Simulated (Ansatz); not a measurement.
A geometry of Ti3Al away from equilibrium: step 4 of the relaxation of a generated trial cell of Ti3Al in the AFLOW prototype AB3_mC16_12_g_ij (D0_15, as in AlCl3). Level of theory: PBE (plane waves to 420 eV, PAW, scalar-relativistic; Ansatz, a quantum-chemistry and plane-wave program). Γ-centred k-mesh 7×7×6 on the run's cell (coarser than for final values), Fermi–Dirac smearing 0.05 eV.

```xyz
8
Lattice="2.7061 -4.6946 -0.0094 2.7061 4.6946 -0.0094 -1.7805 0.0000 5.5277" Properties=species:S:1:pos:R:3:forces:R:3 pbc="T T T" free_energy=-16071.090 pressure_GPa=5.6
Al     2.7061    -3.1408    -0.0094    0.0000   -0.0553    0.0000
Al     2.7061     3.1408    -0.0094    0.0000    0.0553    0.0000
Ti     1.0681     0.0000     1.7393   -0.2778    0.0000   -0.8062
Ti     2.5637     0.0000     3.7697    0.2778    0.0000    0.8062
Ti     3.5287    -1.4324     1.7150    0.0656   -0.0813    0.5222
Ti     0.1031    -1.4324     3.7940   -0.0656   -0.0813   -0.5222
Ti     0.1031     1.4324     3.7940   -0.0656    0.0813   -0.5222
Ti     3.5287     1.4324     1.7150    0.0656    0.0813    0.5222
```

Positions in Å, forces in eV/Å, free energy of the cell in eV (comparable only within this code, potentials and settings). Largest force: 0.85 eV/Å, on Ti3, Ti4 (atoms numbered as listed); the geometry lies 0.21 eV/atom above the end of its relaxation.

No spin polarisation in the result.

The run could not lose the symmetry of its start: the end is stationary, and may be a saddle point rather than a minimum.

The end of the path is a generated cell of Ti3Al: the first start was made by placing the elements on the sites of a structure type, and the end was not matched to a known phase here, so it may be hypothetical. Known forms of Ti3Al include space group No. 194.
